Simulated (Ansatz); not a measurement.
Ag (simple hexagonal, P6/mmm), a = b = 2.8144 Å, c = 2.7358 Å, α = β = 90.00°, γ = 120.00°.

Relaxed with r²SCAN.

Tabulate the valence density and the electron localisation function along the shortest Ag–Ag contact (2.74 Å), DFT-r²SCAN in the program Ansatz with PAW potentials.



```csv
distance from Ag (Å),density (e/Å³),ELF
0.27,17.02,0.71
0.41,11.70,0.58
0.55,7.01,0.50
0.68,3.68,0.44
0.82,1.73,0.37
0.96,0.80,0.29
1.09,0.44,0.21
1.23,0.30,0.17
1.37,0.27,0.16
1.50,0.30,0.17
1.64,0.44,0.21
1.78,0.80,0.29
1.92,1.73,0.37
2.05,3.68,0.44
2.19,7.01,0.50
2.33,11.70,0.58
2.46,17.02,0.71
```

The density is the valence pseudo-density with augmentation charge, so density and ELF within about 1 Å of a nucleus are not all-electron values.

The start of the workflow was typed in or built on a structure type; neither database checked (COD, Materials Project) lists it. It is not the phase usual at ambient conditions (space group No. 225). The cell was relaxed with r²SCAN under the symmetry of its start. At this level the phase is mechanically unstable. The run is not spin-polarised. Axis ratios of metals converge slowly with the k-mesh, so a and c are less sure than the volume.

Potentials: the earlier of the program's two PAW sets.
